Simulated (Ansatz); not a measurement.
LaC:
```
CELL_PARAMETERS angstrom
      0.00000     2.71995     2.71995
      2.71995     0.00000     2.71995
      2.71995     2.71995     0.00000
ATOMIC_POSITIONS crystal
  La 0.00000 0.00000 0.00000
  C  0.50000 0.50000 0.50000
```

Relaxed with r²SCAN.

Map the electron localisation function on the plane through (0.000, 0.000, 0.000) spanned by u = [1, 0, 0] and v = [0, 1, -1] in lattice vectors, from r²SCAN (plane waves, PAW; program Ansatz).

x is the fraction of u, y of v (the angle between them is 90°; rows are the nearest grid lines); atoms in the plane: La at (0.00, 0.00), C at (0.50, 0.50).
```
|  =%@@+.    .+@@%=  |
| .+@@%=. .. .=%@@+. |
|=+%@@#-..::..-#@@%+=|
|%@@@%+::-++-::+%@@@%|
|@@@%*-:=*##*=:-*%@@@|
|@%#+-:=#%@@%#=:-+#%@|
|+=-::=#@@@@@@#=::-=+|
|...:=#@@@%%@@@#=:...|
|  .-*%@@#==#@@%*-.  |
| .:+#@@%=  =%@@#+:. |
| .:+#@@%=  =%@@#+:. |
|  .-*%@@#==#@@%*-.  |
|...:=#@@@%%@@@#=:...|
|+=-::=#@@@@@@#=::-=+|
|@%#+-:=#%@@%#=:-+#%@|
|@@@%*-:=*##*=:-*%@@@|
|%@@@%+::-++-::+%@@@%|
|=+%@@#-..::..-#@@%+=|
| .+@@%=. .. .=%@@+. |
|  =%@@+.    .+@@%=  |
```
Scale: ten equal steps from 0.001 (start of ' ') to 0.842 (end of '@'), in the order ' .:-=+*#%@'; x runs from 0.000 to 1.00, y from 0.000 (bottom) to 1.00 (top).

The density is the valence pseudo-density with augmentation charge, so density and ELF within about 1 Å of a nucleus are not all-electron values.

Space group Fm-3m (rock salt). The start of the workflow was typed in or built on a structure type; neither database checked (COD, Materials Project) lists it. Its standing as an ambient phase is unchecked. Symmetry was held in the r²SCAN relaxation. At this level the phase is mechanically unstable. Its formation energy is positive at this level, so the cell may be metastable or incomplete. Scalar-relativistic: spin–orbit coupling is off unless named, which matters more the heavier the elements.

Potentials: the later of the program's two PAW sets.
